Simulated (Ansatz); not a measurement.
Total density of states per atom from DFT-PBE in the program Ansatz with PAW potentials, in 0.25 eV bins, energy from the Fermi level:

```csv
E (eV),states/eV/atom
-7.85,0.14
-7.60,0.16
-7.35,0.20
-7.10,0.28
-6.85,0.54
-6.60,0.72
-6.35,1.03
-6.10,1.36
-5.85,1.47
-5.60,1.36
-5.35,1.30
-5.10,0.99
-4.85,1.14
-4.60,1.38
-4.35,1.42
-4.10,1.56
-3.85,1.62
-3.60,1.87
-3.35,2.31
-3.10,2.14
-2.85,1.29
-2.60,1.28
-2.35,1.17
-2.10,1.44
-1.85,1.69
-1.60,1.34
-1.35,1.26
-1.10,1.18
-0.85,1.16
-0.60,1.25
-0.35,1.52
-0.10,2.16
0.15,1.47
0.40,0.73
0.65,0.29
0.90,0.29
1.15,0.28
1.40,0.29
1.65,0.28
1.90,0.29
2.15,0.29
2.40,0.28
2.65,0.28
2.90,0.28
3.15,0.27
3.40,0.26
3.65,0.26
3.90,0.25
4.15,0.24
4.40,0.23
4.65,0.22
```

### Question
Which compound is it?
A) Bi, fcc (Cu type)
B) AgPt, L1₀ or tetragonal B2
C) Pt, fcc (Cu type)
D) PtW, Cmcm (W on 4c, Pt on 4c)

### Answer
C, Pt, fcc (Cu type). Within 0.5 eV of the Fermi level: Pt 5d 96 %. Projections are on Löwdin-orthogonalised atomic valence shells; empty p or d shells of many metals are not among them.

Space group Fm-3m (fcc (Cu type)). Symmetry was held in the PBE relaxation. The run is not spin-polarised. Spin–orbit coupling is left out wherever it is not named.

Potentials: the earlier of the program's two PAW sets.
